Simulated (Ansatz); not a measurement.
The relaxed structure here is a generated cell of HfO2: the first start was made by a random draw of sites in a space group, and the end was not matched to a known phase here, so it may be hypothetical. Known forms of HfO2 include space group No. 14, 29, 137, 225.

One stationary structure of HfO₂. Space group P-4m2 (No. 115). Calculation: r2SCAN (plane waves to 500 eV, PAW, scalar-relativistic; Ansatz, an electronic-structure program).

```cif
data_Hf3O6
_chemical_formula_sum 'Hf3 O6'
_space_group_name_H-M_alt 'P 1'
_space_group_IT_number 1
_cell_length_a 4.51051
_cell_length_b 4.51051
_cell_length_c 6.36598
_cell_angle_alpha 90.000
_cell_angle_beta 90.000
_cell_angle_gamma 90.000
loop_
_space_group_symop_operation_xyz
  'x, y, z'
loop_
_atom_site_label
_atom_site_type_symbol
_atom_site_fract_x
_atom_site_fract_y
_atom_site_fract_z
_atom_site_occupancy
Hf1 Hf 0.50000 0.50000 0.00000 1
Hf2 Hf 0.00000 0.00000 0.50000 1
Hf3 Hf 0.50000 0.50000 0.50000 1
O1 O 0.23512 0.50000 0.76297 1
O2 O 0.76488 0.50000 0.76297 1
O3 O 0.50000 0.76488 0.23703 1
O4 O 0.50000 0.23512 0.23703 1
O5 O 0.00000 0.50000 0.40973 1
O6 O 0.50000 0.00000 0.59027 1
```

For HfO2, the volume per atom is 14.39 Å³. The band gap is no gap (metallic) and the shortest distances is Hf–O 1.92 Å; O–O 2.12 Å; Hf–Hf 3.18 Å. The k-mesh is 10×10×8.

Band energies at high-symmetry points (eV from the Fermi level; labels of this space group; no spin-orbit coupling), from −5 eV up to 5.0 eV:

```csv
point,energies
Γ,-4.54 -3.99 -3.99 -3.90 -3.08 -3.06 -3.06 -2.35 -2.27 -0.42 -0.04 -0.04 0.30 1.86 1.86 1.91 2.84 3.20 3.51 4.72
X,-4.82 -4.18 -4.00 -3.70 -3.49 -2.56 -2.42 -2.38 -2.31 -2.00 0.06 0.33 1.10 1.46 1.52 2.87 3.12 3.24 4.43 4.63
M,-4.42 -4.42 -3.97 -3.77 -3.68 -3.68 -3.55 -3.18 -3.16 -1.87 -1.87 -1.01 0.48 1.44 1.44 2.04 2.97 4.65 4.66 4.90
Z,-4.04 -4.04 -3.55 -3.17 -2.98 -2.85 -2.75 -2.75 -0.03 -0.03 0.09 0.82 1.78 1.78 2.07 2.84 3.03 4.01 4.76
R,-4.99 -4.47 -4.11 -3.90 -3.76 -3.59 -2.96 -2.73 -2.36 -2.14 -1.93 -0.01 0.54 1.17 1.39 1.58 3.16 3.49 3.66 3.96 4.60 4.97
A,-4.29 -3.86 -3.86 -3.80 -3.26 -3.11 -3.11 -3.07 -2.73 -2.44 -2.44 -1.66 0.58 1.34 1.34 2.08 3.50 4.15 4.52 4.93
```

No spin polarisation in the result. No Hubbard U is applied.

The run could not lose the symmetry of its start: the end is stationary, and may be a saddle point rather than a minimum.
